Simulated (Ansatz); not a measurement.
MoS$_{2}$:
```yaml
crystal:
  lattice:
    - [0.00000, 2.93269, 2.93269]
    - [2.93269, 0.00000, 2.93269]
    - [2.93269, 2.93269, 0.00000]
  atoms:
    - { symbol: Mo, position: [0.00000, 0.00000, 0.00000] }
    - { symbol: S, position: [0.25000, 0.25000, 0.25000] }
    - { symbol: S, position: [0.75000, 0.75000, 0.75000] }
```

Relaxed with r²SCAN. Special points in fractions of this cell's reciprocal vectors: Γ (0.000, 0.000, 0.000); X (0.500, 0.000, 0.500); U (0.625, 0.250, 0.625); K (0.375, 0.375, 0.750); L (0.500, 0.500, 0.500); W (0.500, 0.250, 0.750).

Task: List the band energies nearest the Fermi level at these points for the program Ansatz at the r²SCAN with spin–orbit coupling level (PAW).

Result: In eV from the Fermi level; about four levels below and three above (degenerate sets whole), none deeper than 8.9 eV; points with the same levels are listed once.

```tsv
k	below	above
Γ	-0.62 -0.62 -0.62 -0.62	4.34 4.34 4.34 4.34
X	-2.65 -2.65 -0.67 -0.67	0.05 0.05 0.85 0.85
U	-2.47 -2.47 -0.16 -0.16	0.09 0.09 0.20 0.20
L	-0.54 -0.54 -0.46 -0.46	1.73 1.73 4.00 4.00
W	-2.61 -2.61 -0.12 -0.12	0.41 0.41 0.47 0.47
```

Space group Fm-3m (fluorite). A made-up cell: these elements were put on the sites of a structure type; neither database checked (COD, Materials Project) lists it. It is not the phase usual at ambient conditions (space group No. 160, 194). The cell was relaxed with r²SCAN under the symmetry of its start; whether a distortion lowers the energy is not shown. No spin polarisation was allowed.

Potentials: the earlier of the program's two PAW sets.
